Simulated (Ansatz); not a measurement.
Name crystals whose computed values (the program Ansatz at the LDA level (PAW)) fall in these windows: gap (eV) 0.35 to 0.49; highest Γ mode, no LO–TO term (cm⁻¹) 140 to 180; electron conductivity mass (mₑ) 0.091 to 0.11.



| crystal | gap (eV) | highest Γ mode, no LO–TO term (cm⁻¹) | electron conductivity mass (mₑ) |
|---|---|---|---|
| Bi2TeSe2, R-3m (Bi on 6c, Te on 3a, Se on 6c) | 0.41 | 167 | 0.10 |
Others may fit too.

Standing as an ambient phase not checked: Bi2TeSe2, R-3m (Bi on 6c, Te on 3a, Se on 6c). Weakly bound layers, chains or molecules computed without a dispersion correction, so cells and soft constants are ill determined: Bi2TeSe2, R-3m (Bi on 6c, Te on 3a, Se on 6c). The cell was relaxed under the symmetry of its start. Scalar-relativistic: spin–orbit coupling is off unless named, which matters more the heavier the elements.

Potentials: the later of the program's two PAW sets.
